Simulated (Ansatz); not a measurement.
Relaxed candidate structures of P:

**A**
```
CELL_PARAMETERS angstrom
      2.64563     0.00000     0.00000
     -1.32282     2.29118     0.00000
      0.00000     0.00000     2.41939
ATOMIC_POSITIONS crystal
  P  0.00000 0.00000 0.00000
```

**B**
```
CELL_PARAMETERS angstrom
      0.00000     2.71495     2.71495
      2.71495     0.00000     2.71495
      2.71495     2.71495     0.00000
ATOMIC_POSITIONS crystal
  P  0.00000 0.00000 0.00000
  P  0.25000 0.25000 0.25000
```

**C**
```
CELL_PARAMETERS angstrom
      3.29902     0.00000     0.00000
     -1.64951     2.85703     0.00000
      0.00000     0.00000     3.20087
ATOMIC_POSITIONS crystal
  P  0.33333 0.66667 0.25000
  P  0.66667 0.33333 0.75000
```

**Question.** Rank these by energy per atom (lowest first), as r2SCAN (plane waves to 500 eV, PAW, scalar-relativistic; Ansatz, an electronic-structure program) gives it.

**Answer.** C (reference), A (+0.07 eV/atom), B (+0.16 eV/atom)

The lowest structure calculated, Cmce, oS8, black phosphorus structure, is not among these; it lies 0.51 eV/atom below the lowest of them. 1 run with a doubtful electronic state, a coarser numerical grid, an end not at rest or a source that can't be used is left out. 7 generated cells of layers, chains or molecules, poorly bound without dispersion, are left out. Each run could gain symmetry but not lose that of its start, so entries can be saddle points. All of these are generated cells (placed on structure types, drawn at random, substituted or restacked) that were not matched to a known phase here. Static energies at zero pressure. No spin polarisation in the result.
